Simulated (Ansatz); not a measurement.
BaS:
```
BaS
1.0
    0.00000     3.21427     3.21427
    3.21427     0.00000     3.21427
    3.21427     3.21427     0.00000
Ba S
1 1
Direct
  0.00000   0.00000   0.00000
  0.50000   0.50000   0.50000
```

Plane-wave PAW PBE (Ansatz code) gives a gap of 2.23 eV without spin–orbit coupling, maximum at Γ, minimum at X.

### Question
What happens when spin–orbit coupling is switched on?

### Answer
The gap falls by 0.04 eV, to 2.19 eV; maximum at Γ, minimum at X.

### Question
How large is the spin–orbit splitting of the valence top at Γ?

### Answer
The fourfold level lies 0.14 eV above the split-off pair.

### Question
Give the electron effective mass with spin–orbit coupling.

### Answer
0.34, 0.34, 1.3 mₑ (principal values).

### Question
Give the hole effective mass with spin–orbit coupling, band 1 of 2 at the edge.

### Answer
2.9 along [100], 1.1 along [110], 0.79 along [111] (mₑ).

### Question
Give the hole effective mass with spin–orbit coupling, band 2 of 2 at the edge.

### Answer
0.32 along [100], 0.39 along [110], 0.45 along [111] (mₑ).

Space group Fm-3m (rock salt). Symmetry was held in the PBE relaxation.

Potentials: the later of the program's two PAW sets.
